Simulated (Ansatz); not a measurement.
VSi2:
```cif
data_Si6V3
_chemical_formula_sum 'V3 Si6'
_space_group_name_H-M_alt 'P 1'
_space_group_IT_number 1
_cell_length_a 4.49082
_cell_length_b 4.49082
_cell_length_c 6.27675
_cell_angle_alpha 90.000
_cell_angle_beta 90.000
_cell_angle_gamma 120.000
loop_
_space_group_symop_operation_xyz
  'x, y, z'
loop_
_atom_site_label
_atom_site_type_symbol
_atom_site_fract_x
_atom_site_fract_y
_atom_site_fract_z
_atom_site_occupancy
V1 V 0.00000 0.50000 0.16667 1
V2 V 0.50000 0.00000 0.50000 1
V3 V 0.50000 0.50000 0.83333 1
Si1 Si 0.83670 0.67340 0.50000 1
Si2 Si 0.16330 0.83670 0.83333 1
Si3 Si 0.32660 0.16330 0.16667 1
Si4 Si 0.16330 0.32660 0.50000 1
Si5 Si 0.83670 0.16330 0.83333 1
Si6 Si 0.67340 0.83670 0.16667 1
```

Relaxed with LDA.

Q: Which orbitals make up the states near the Fermi level in the program Ansatz at the LDA level (PAW)?

A: Within 0.5 eV of the Fermi level: V 3d 82 %, Si 3p 11 %. Projections are on Löwdin-orthogonalised atomic valence shells; empty p or d shells of many metals are not among them.

Q: Tabulate the density of states.

A: States/eV per cell of 9 atoms, in 0.25 eV bins, energy from the Fermi level.

```csv
E (eV),total,V 3d,Si 3p,Si 3s
-7.85,2.01,0.22,0.87,0.82
-7.60,2.09,0.25,0.85,0.89
-7.35,2.12,0.30,0.75,0.95
-7.10,2.72,0.33,1.05,1.18
-6.85,2.47,0.32,0.99,1.01
-6.60,1.83,0.28,0.79,0.67
-6.35,1.71,0.26,0.87,0.49
-6.10,1.75,0.25,1.07,0.33
-5.85,2.29,0.31,1.56,0.28
-5.60,3.58,0.51,2.51,0.37
-5.35,2.78,0.47,1.81,0.36
-5.10,3.92,0.68,2.54,0.51
-4.85,2.91,0.56,1.81,0.39
-4.60,2.50,0.46,1.59,0.29
-4.35,3.31,0.71,2.06,0.36
-4.10,3.43,0.77,2.10,0.38
-3.85,2.20,0.50,1.27,0.29
-3.60,2.76,0.68,1.52,0.36
-3.35,3.28,0.90,1.69,0.47
-3.10,3.93,1.23,1.88,0.58
-2.85,4.97,1.58,2.55,0.54
-2.60,6.06,2.36,2.88,0.50
-2.35,7.24,3.01,3.42,0.44
-2.10,7.91,3.68,3.53,0.33
-1.85,12.72,7.09,4.75,0.33
-1.60,9.00,5.65,2.75,0.24
-1.35,5.27,3.39,1.46,0.20
-1.10,4.54,3.08,1.09,0.18
-0.85,4.23,3.09,0.83,0.14
-0.60,2.77,2.10,0.47,0.08
-0.35,2.61,2.06,0.37,0.07
-0.10,4.42,3.58,0.56,0.08
0.15,5.09,4.20,0.56,0.08
0.40,3.35,2.89,0.24,0.05
0.65,2.75,2.39,0.18,0.05
0.90,0.13,0.10,0.01,0.00
1.15,0.47,0.36,0.09,0.01
1.40,6.57,5.17,0.85,0.33
1.65,7.59,5.73,1.21,0.42
1.90,7.19,5.06,1.37,0.47
2.15,8.64,5.69,1.59,0.90
2.40,8.32,5.11,1.65,0.98
2.65,7.35,3.95,1.49,1.09
2.90,3.74,1.84,0.90,0.43
3.15,6.62,2.64,1.64,0.97
3.40,7.96,3.00,2.02,1.47
3.65,6.40,2.20,1.90,1.12
3.90,5.76,1.73,2.03,0.90
4.15,6.18,1.70,2.29,1.01
4.40,4.94,1.23,1.94,0.64
```

Space group P6_222. The LDA relaxation kept the symmetry of its start. The run is not spin-polarised.

Potentials: the later of the program's two PAW sets.
